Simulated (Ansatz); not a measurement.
Bi$_{2}$Pd:
Space group I4/mmm (No. 139); a = b = 3.3319 Å, c = 12.7102 Å, α = β = γ = 90.00°

| atom | site | symmetry | x | y | z |
|---|---|---|---|---|---|
| Bi | 4e | 4mm | 0.0000 | 0.0000 | 0.3635 |
| Pd | 2a | 4/mmm | 0.0000 | 0.0000 | 0.0000 |
(The calculation used a cell of 3 atoms; values per cell refer to that cell.)

Relaxed at zero pressure with plane-wave PAW LDA (Ansatz code).

### Question
The volume is lowered by 6 % and shape and atoms relax at that volume. What pressure results, and how do the axes share the change?

### Answer
5.3 GPa; a -1.6 %, b -1.6 %, c -3.0 %; the energy rises by 21 meV/atom.

### Question
Give the new structure.

### Answer

Space group I4/mmm (No. 139); a = 3.279 Å, b = 3.279 Å, c = 12.333 Å, α = 90.00°, β = 90.00°, γ = 90.00°

```
atom  site  symmetry       x       y       z
----  ----  --------  ------  ------  ------
Bi      4e       4mm  0.0000  0.0000  0.3596
Pd      2a     4/mmm  0.0000  0.0000  0.0000
```

The phase is kept; no other phase was compared at this pressure.

The first step of the workflow began from a Materials Project structure, measured or hypothetical; the Crystallography Open Database files this formula in space group No. 139, but the cells were not matched. Whether it is the stable phase at ambient conditions was not checked. The cell was relaxed with LDA under the symmetry of its start; whether a distortion lowers the energy is not shown. The run is not spin-polarised. Axis ratios of metals converge slowly with the k-mesh, so a and c are less sure than the volume. Spin–orbit coupling is left out wherever it is not named.

Potentials: the later of the program's two PAW sets.
